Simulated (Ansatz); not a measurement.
A relaxed cell of Sn3PbS4 is given with its symmetry left out. The cell was found from a structure generator's guess, not taken from experiment.

The calculation used DFT PBE, scalar-relativistic, plane waves, PAW in Ansatz 0.2.0. Cutoff 420 eV, Γ-centred mesh, Gaussian smearing, no spin polarisation.

```yaml
crystal:
  lattice:
    - [4.16619, -5.89109, 0.00000]
    - [4.16619, 5.89109, 0.00000]
    - [0.00000, 0.00000, 4.16556]
  atoms:
    - { symbol: Sn, position: [0.00000, 0.50000, 0.00000] }
    - { symbol: Sn, position: [0.00000, 0.00000, 0.50000] }
    - { symbol: Sn, position: [0.50000, 0.00000, 0.00000] }
    - { symbol: Pb, position: [0.50000, 0.50000, 0.50000] }
    - { symbol: S, position: [0.75559, 0.75559, 0.00000] }
    - { symbol: S, position: [0.75274, 0.24726, 0.50000] }
    - { symbol: S, position: [0.24726, 0.75274, 0.50000] }
    - { symbol: S, position: [0.24441, 0.24441, 0.00000] }
```

Energies over the elements count from the elements' standard structures at the same level, with no fitted energy shifts. The references include grey tin.

Q: Find its symmetry and describe it.

A: Cmmm (No. 65), with Sn and Pb ordered on rock salt sites. Conventional cell: a = 8.332 Å, b = 11.782 Å, c = 4.166 Å. Sn on a site of symmetry 2/m is surrounded by 6 S at 2.95 Å; Sn on a site of symmetry mmm has 6 S at 2.91 Å; Pb has 6 S at 2.98 Å; S on a site of symmetry 2mm is surrounded by 4 Sn at 2.91–2.95 Å and 2 Pb at 2.98 Å; 1 more site not described.

Q: What is its formation energy per atom?

A: −0.443 eV/atom. A negative formation energy is needed for stability but isn't enough: competing phases decide.

Q: Is it a metal?

A: No, the gap on the 6×6×8 mesh is 0.08 eV.

The last run used a 6×6×8 mesh (in the run's order of axes) for its 8-atom cell and Gaussian smearing of 0.01 eV. Spin–orbit coupling, which can matter for Pb, is left out. Kohn–Sham gaps at this level usually fall short of measured ones. The missing spin–orbit coupling can work the other way here. The reference form of S is held partly by dispersion forces, which this level lacks. Small gaps are read on the mesh alone, and bands can cross between its points. A structure relaxed within its symmetry needn't be a true minimum.
